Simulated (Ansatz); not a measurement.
HfZn₂ squeezed and stretched

A database entry relaxed whole under r2SCAN (Fd-3m):

```
CELL_PARAMETERS angstrom
0.00000 3.64166 3.64166
3.64166 0.00000 3.64166
3.64166 3.64166 0.00000
ATOMIC_POSITIONS crystal
Hf 0.00000 0.00000 0.00000
Hf 0.25000 0.25000 0.25000
Zn 0.62500 0.62500 0.62500
Zn 0.12500 0.62500 0.62500
Zn 0.62500 0.62500 0.12500
Zn 0.62500 0.12500 0.62500
```

The cell was scaled uniformly, its shape held, and the atoms relaxed at each volume with plane-wave PAW DFT (Ansatz 0.2.0; r2SCAN, 500 eV, 8×8×8 Γ-centred mesh, fermi-dirac occupations of width 0.100 eV; no spin, no spin-orbit coupling). One row is withheld.

```csv
volume (Å³/atom),energy over the lowest (meV/atom),pressure (GPa)
15.132,24.6,8.67
15.454,?,?
15.776,2.5,2.57
16.098,0.0,-0.02
16.420,2.5,-2.35
16.742,9.4,-4.44
17.064,20.3,-6.32
```

Fit the pressures of the other rows to the third-order Birch-Murnaghan form.

With f = [(V₀/V)^(2/3) − 1]/2 and P = 3B₀f(1 + 2f)^(5/2)[1 + 3(B₀′ − 4)f/2], least squares gives V₀ = 16.10 Å³ an atom, B₀ = 123 GPa and B₀′ = 4.3; the rows miss the fit by less than 0.01 GPa. The slope of the energies differs from these pressures by less than 0.05 GPa.

What does the withheld row hold?

The fit gives 5.45 GPa at 15.454 Å³; the run gave 5.46 GPa and 10.5 meV an atom.

Caveats: the shape of the cell was held; 0 K, fixed nuclei; the symmetry was kept, and this need not be the phase that is stable at 0 K; one mesh for all volumes; pressure is positive in compression.
